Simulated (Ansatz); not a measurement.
## Cd (P6_3/mmc), two-dimensional strain map

Theory: DFT LDA, scalar-relativistic, plane waves, PAW (Ansatz). The runs took a 420 eV cutoff, a Γ-centred 18×18×8 mesh and Gaussian smearing (0.15 eV). No spin polarisation. Energies are free energies at this smearing, counted from the undisturbed cell; pressure is positive in compression.

Zero of the scan (as given, not relaxed at this level; it stands at -4.4 GPa):

```
Cd
1.0
     2.97887    0.00000    0.00000
    -1.48944    2.57978    0.00000
     0.00000    0.00000    5.61765
Cd
2
Cartesian
  0.0000 1.7199 1.4044
  1.4894 0.8599 4.2132
```

The cell is strained by p along both x and y and by q along z, fractional coordinates fixed. Points are written (p, q).

Energy above the undisturbed cell in meV/atom (a dash: not computed):

```csv
p \ q,-0.050,-0.025,0.000,0.025,0.050
-0.050,9.0,-3.9,-8.7,-7.3,-1.9
0.000,-14.9,–,0.0,–,26.7
0.050,55.8,–,96.3,–,142.8
```

Pressure in GPa:

```
 p \ q  -0.050  -0.025  0.000  0.025  0.050
-0.050     7.3     5.4    3.8    2.5    1.5
 0.000    -2.2       –   -4.4      –   -5.7
 0.050    -6.4       –   -7.6      –   -8.2
```